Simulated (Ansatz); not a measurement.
# Does relaxation matter for the field gradients of SiO2 with vanadium replacing Si?

Start: a supercell of SiO2 (quartz type, P3_121) built from a structure deposited in the COD, with all atoms left at the host's positions.

```
V Si O
1.0
    -7.37370    4.25721    5.40910
     7.37370   -4.25721    5.40910
     2.45790    4.25721   -5.40910
V Si O
1 11 24
Direct
  0.16667 0.43182 0.26515
  0.66667 0.93182 0.26515
  0.66667 0.43182 0.76515
  0.16667 0.93182 0.76515
  0.59848 0.33333 0.26515
  0.09848 0.83333 0.26515
  0.09848 0.33333 0.76515
  0.59848 0.83333 0.76515
  0.23485 0.23485 0.46970
  0.73485 0.73485 0.46970
  0.73485 0.23485 0.96970
  0.23485 0.73485 0.96970
  0.64760 0.51360 0.28020
  0.14760 0.01360 0.28020
  0.14760 0.51360 0.78020
  0.64760 0.01360 0.78020
  0.47317 0.40007 0.65890
  0.97317 0.90007 0.65890
  0.97317 0.40007 0.15890
  0.47317 0.90007 0.15890
  0.70073 0.40783 0.56090
  0.20073 0.90783 0.56090
  0.20073 0.40783 0.06090
  0.70073 0.90783 0.06090
  0.13260 0.26660 0.28020
  0.63260 0.76660 0.28020
  0.63260 0.26660 0.78020
  0.13260 0.76660 0.78020
  0.68573 0.75883 0.65890
  0.18573 0.25883 0.65890
  0.18573 0.75883 0.15890
  0.68573 0.25883 0.15890
  0.36017 0.65307 0.56090
  0.86017 0.15307 0.56090
  0.86017 0.65307 0.06090
  0.36017 0.15307 0.06090
```

Sites (sets of like atoms) are named by element and the number of their first atom in this list.

The numbers come from a DFT calculation in Ansatz (PBE, plane waves and PAW, scalar-relativistic, 420 eV cutoff, Γ-centred 3×3×4 k-points, Fermi–Dirac smearing 0.01 eV, cell charge +1).

The largest force at the start is 3.6 eV/Å. Relaxing the ions at fixed cell moves them by 0.165 Å at most (atom 8, Si) and 0.100 Å rms.

```csv
site,atom,moved (Å),first shell before,first shell after,V_zz before (10²¹ V/m²),η before
V,1,0.064,4 O at 1.61 Å,4 O at 1.71–1.72 Å,-0.76,0.54
Si4,4,0.023,4 O at 1.61 Å,4 O at 1.62–1.63 Å,0.82,0.57
Si5,5,0.040,4 O at 1.61 Å,4 O at 1.62–1.63 Å,0.81,0.34
Si7,7,0.087,4 O at 1.61 Å,4 O at 1.62–1.67 Å,1.01,0.60
Si8,8,0.165,4 O at 1.61 Å,4 O at 1.61–1.68 Å,-1.31,0.87
Si9,9,0.103,4 O at 1.61 Å,4 O at 1.61–1.67 Å,1.11,0.21
Si11,11,0.125,4 O at 1.61 Å,4 O at 1.61–1.68 Å,1.27,0.68
O16,16,0.101,"2 Si at 1.61 Å, angle 144°","2 Si at 1.62 Å, angle 140°",9.30,0.11
O17,17,0.069,"2 Si at 1.61 Å, angle 144°","2 Si at 1.62–1.63 Å, angle 137°",9.39,0.18
O19,19,0.153,"1 V at 1.61 Å, 1 Si at 1.61 Å, angle 144°","1 Si at 1.68 Å, 1 V at 1.71 Å, angle 139°",4.81,0.03
O25,25,0.095,"1 Si at 1.61 Å, 1 V at 1.61 Å, angle 144°","1 Si at 1.67 Å, 1 V at 1.72 Å, angle 139°",4.78,0.16
O29,29,0.086,"2 Si at 1.61 Å, angle 144°","2 Si at 1.61–1.64 Å, angle 140°",9.06,0.13
O33,33,0.160,"1 V at 1.61 Å, 1 Si at 1.61 Å, angle 144°","1 Si at 1.68 Å, 1 V at 1.71 Å, angle 140°",4.91,0.05
```

Q: What are V_zz and η after the relaxation?

A: 

```
site  atom  V_zz after  η after  change of V_zz
   V     1       -0.39     0.75               –
 Si4     4       -0.43     0.93               –
 Si5     5        0.77     0.45           -0.04
 Si7     7        2.42     0.34           +1.41
 Si8     8        2.81     0.64               –
 Si9     9        2.64     0.17           +1.53
Si11    11        3.00     0.30           +1.73
 O16    16        9.13     0.17           -0.17
 O17    17        9.07     0.31           -0.32
 O19    19        5.53     0.08           +0.72
 O25    25        5.57     0.23           +0.79
 O29    29        9.28     0.19           +0.22
 O33    33        5.57     0.07           +0.66
```

The largest change of V_zz along a kept axis is on Si11, from 1.27 to 3.00. The whole tensor moves most on O16, by 2.77 along its most changed direction. In per cent, |V_zz| changes by -5 to +138 on Si, -3 to +17 on O (all sites that start above 0.5, bar those whose gradient vanishes or changes sign or whose main axis turns by over 40°). Where |V_zz| stays above 0.1 and the axes keep their order, η moves most on Si11, from 0.68 to 0.30. On Si9 V_xx and V_yy change places (or their axes turn by over 50°), so the two values of η hide a larger change. On Si8, Si4, V the largest principal value lies along another axis in the second run, so the two V_zz can't be compared directly. The table leaves out 23 of the 36 sites, with |V_zz| up to 9.41; their tensors move by 1.60 at most along any direction. The statements above cover all sites. The host's own positions weren't relaxed first, so part of the change far from the defect can be the host's relaxation.

The defect repeats with the cell of 36 atoms, so it feels its images: sites between two images don't show the values beside a lone defect, and zeros or small values of η there can come from the images' arrangement. O and Si carry a gradient in the pure host already, so the values there aren't the defect's effect alone. A uniform background compensates the cell's charge.
Before: The cell keeps the host's lattice, where the PBE pressure is 12 GPa (in a charged cell this depends on the convention for the mean potential). The neighbours have not yet relaxed around the defect (largest force 3.6 eV/Å), so the values at and beside it are those of a strained start, not of the defect in a real crystal.
